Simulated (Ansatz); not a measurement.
AgW in space group Cmcm (No. 63; Ag on 4c, W on 4c) at seven volumes, DFT-PBEsol in the program Ansatz with PAW potentials, shape and atoms relaxed at each. One row is withheld.

| V (Å³/atom) | P (GPa) |
|---|---|
| 14.880 | 23.50 |
| 15.371 | 14.24 |
| 15.861 | ? |
| 16.352 | 0.00 |
| 16.842 | -5.39 |
| 17.333 | -9.84 |
| 17.823 | -13.47 |

Q: Fit the shown pressures and predict the withheld one.

A: Third-order Birch–Murnaghan: P = (3/2)B₀(x^(7/2) − x^(5/2))[1 + (3/4)(B′ − 4)(x − 1)] with x = (V₀/V)^(2/3). Least squares on the six rows gives V₀ = 16.352 Å³/atom, B₀ = 195.6 GPa, B′ = 5.15. At V = 15.861, x = 1.0205 and P = 6.45 GPa. The run itself gave 6.48 GPa.

The start of the workflow was typed in or built on a structure type; neither database checked (COD, Materials Project) lists it. Whether it is the stable phase at ambient conditions was not checked. The PBEsol relaxation kept the symmetry of its start; its stability against distortions is not shown here. The run is not spin-polarised. Its formation energy is positive at this level, so the cell may be metastable or incomplete. Spin–orbit coupling is left out wherever it is not named.

Potentials: the earlier of the program's two PAW sets. The files were generated under PBE; for other functionals the program regenerates the frozen cores, and for LDA and PBEsol the local potential too.
